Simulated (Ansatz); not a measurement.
Data:

LaB6:
```yaml
crystal:
  lattice:
    - [4.12988, 0.00000, 0.00000]
    - [0.00000, 4.12988, 0.00000]
    - [0.00000, 0.00000, 4.12988]
  atoms:
    - { symbol: La, position: [0.00000, 0.00000, 0.00000] }
    - { symbol: B, position: [0.80035, 0.50000, 0.50000] }
    - { symbol: B, position: [0.19965, 0.50000, 0.50000] }
    - { symbol: B, position: [0.50000, 0.80035, 0.50000] }
    - { symbol: B, position: [0.50000, 0.19965, 0.50000] }
    - { symbol: B, position: [0.50000, 0.50000, 0.80035] }
    - { symbol: B, position: [0.50000, 0.50000, 0.19965] }
```

This is the PBEsol-relaxed structure.

Task: All from DFT-PBEsol in the program Ansatz with PAW potentials, unless another level is named. Predict the electronic character.

Result: metallic (no gap).

Task: What about the formation energy from the elements (no fitted shifts)?

Result: -54 kJ/mol of atoms.

Task: Next, the gap with spin–orbit coupling?

Result: none (metallic).

Space group Pm-3m. The PBEsol relaxation kept the symmetry of its start; of distortions, only those at the zone centre were tested. The references are the lowest solids computed at this level, not always the standard phases. Spin–orbit coupling is left out wherever it is not named.

Potentials: the later of the program's two PAW sets.
